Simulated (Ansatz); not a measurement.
**Pb2O: do energies and stresses tell the same story?**

Theory: DFT r2SCAN, scalar-relativistic, plane waves, PAW in Ansatz.

Cutoff 500 eV; k points 8×8×8 on the computed 6-atom cell (Γ-centred); Gaussian smearing, width 0.10 eV; no spin polarisation.

Relaxed cell: Pn-3m, a = 5.412 Å, b = 5.412 Å, c = 5.412 Å, α = 90.00°, β = 90.00°, γ = 90.00°, 6 atoms in the primitive cell. Whether it is the stable form of this composition wasn't checked.

Energies at zero smearing and pressures from the stress tensor, at volumes with shape and atoms relaxed:
```csv
V (Å³/atom),E − E(first) (meV/atom),P (GPa)
24.836,0.00,3.80
25.629,-13.57,1.74
26.422,-17.72,-0.02
27.214,-13.82,-1.52
28.007,-3.07,-2.80
```

Question: Check P = −dE/dV between neighbouring volumes, and get the bulk modulus from the pressures alone.

Answer: With 1 eV/Å³ = 160.2 GPa:
```
middle V (Å³/atom)  −ΔE/ΔV (GPa) mean P (GPa)
            25.233         2.743         2.772
            26.025         0.838         0.860
            26.818        -0.787        -0.768
            27.610        -2.173        -2.156
```

The two differ by 0.03 GPa at most. The mean of two end pressures misses the average over a step by about ΔV² P″/12, up to 0.03 GPa here; with that taken off 0.00 GPa remains. Around V = 26.422 Å³/atom, the two neighbours give B = −V ΔP/ΔV = 26.422 × 3.26 / 1.585 = 54.3 GPa, against B0 = 54.1 GPa from the Birch–Murnaghan fit of the energies.

Spin–orbit coupling is left out, which can shift energies with elements as heavy as these.

Cost: 6 runs of about 16 core-minutes in all, on Intel Xeon Processor @ 2.50GHz (Skylake/Cascade Lake) (shared hosts).